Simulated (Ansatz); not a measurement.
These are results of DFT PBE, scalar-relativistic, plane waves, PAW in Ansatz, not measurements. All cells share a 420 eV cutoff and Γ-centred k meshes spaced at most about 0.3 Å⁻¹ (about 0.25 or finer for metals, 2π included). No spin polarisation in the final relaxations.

These are static total energies at zero pressure.

Compare these two cells of ScSbS3, each relaxed at this level.

A.

```
CELL_PARAMETERS angstrom
4.63059 0.00000 0.00000
0.00000 4.63059 0.00000
0.00000 0.00000 6.50994
ATOMIC_POSITIONS crystal
Sc 0.00000 0.00000 0.25979
Sb 0.50000 0.50000 0.63810
S 0.50000 0.50000 0.01420
S 0.00000 0.50000 0.42791
S 0.50000 0.00000 0.42791
```

B.

```
CELL_PARAMETERS angstrom
4.33462 0.00000 0.00000
-2.16731 3.75389 0.00000
0.00000 0.00000 9.07819
ATOMIC_POSITIONS crystal
Sc 0.00000 0.00000 0.44075
Sb 0.00000 0.00000 0.91550
S 0.33333 0.66667 0.53780
S 0.66667 0.33333 0.53780
S 0.00000 0.00000 0.16856
```

**Question.** Which form is favoured at zero pressure, and by what margin per atom?

**Answer.** A is lower, by 0.31 eV/atom. A has space group P4mm (No. 99), 27.9 Å³/atom and a gap of 0.58 eV on its mesh; B has space group P6mm (No. 183), 29.5 Å³/atom and no gap. Counting S atoms around Sb and Sc (those within 1.25 times the shortest such distance or 1.15 times the sum of covalent radii, 1.27 where that leaves under three; a plus sign parts nearer from farther groups), A has Sc 4, Sb 1+4 and B has Sc 7, Sb 1. Both come from invented guesses. A third cell relaxed alike, in Cm, lies 0.35 eV/atom below the lower of the two.

Weakly bound directions are ill-defined at this level, which has no dispersion term (P4mm, P6mm), and this can change margins and order among such cells. These runs have no spin–orbit coupling, which can matter for Sb. Kohn–Sham gaps at this level usually fall short of measured ones. The missing spin–orbit coupling can work the other way here. Cells relaxed within their symmetry can be saddle points.
